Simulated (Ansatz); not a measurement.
# Computed properties of Zr₂Ga₃Cu

Zr2Ga3Cu:
Space group Cm (No. 8); a = 9.915 Å, b = 4.119 Å, c = 6.592 Å, α = γ = 90.00°, β = 131.49°

```csv
atom,site,symmetry,x,y,z
Zr,2a,m,0.0417,0.5000,0.7988
Zr,2a,m,0.4548,0.0000,0.2076
Ga,2a,m,0.3506,0.5000,0.3859
Ga,2a,m,0.3265,0.5000,0.7922
Ga,2a,m,0.1602,0.0000,0.2054
Cu,2a,m,0.1663,0.0000,0.6100
```
(The calculation used a cell of 6 atoms; values per cell refer to that cell.)

Space group Cm (No. 8); conventional cell a = 9.9149 Å, b = 4.1193 Å, c = 6.5923 Å, α = 90.00°, β = 131.49°, γ = 90.00°.

Method: r²SCAN in the plane-wave PAW code Ansatz. Geometry: relaxed at this level of theory. Other levels are named where they apply.

**Cell and energy**

```yaml
volume_per_atom: 16.81 Å³
density: 7.49 g/cm³
Formation energy from the elements (no fitted shifts): -0.60 eV/atom
```

**Electronic structure**

```yaml
electronic_character: metallic (no gap)
Density of states at the Fermi level: 0.33 states/eV per atom (mean over ±0.08 eV)
```

The workflow started from a Materials Project entry (that database holds measured and hypothetical structures alike); the Crystallography Open Database copy checked does not list it. With Ga and Cu taken as one species the cell has the higher symmetry Ima2, so it may be an ordered model of a mixed-site phase. Its standing as an ambient phase is unchecked. Symmetry was held in the r²SCAN relaxation; whether a distortion lowers the energy is not shown. The run is not spin-polarised. Axis ratios of metals converge slowly with the k-mesh, so a and c are less sure than the volume. The references are the lowest solids computed at this level, not always the standard phases. Spin–orbit coupling is left out wherever it is not named.

Potentials: the later of the program's two PAW sets.
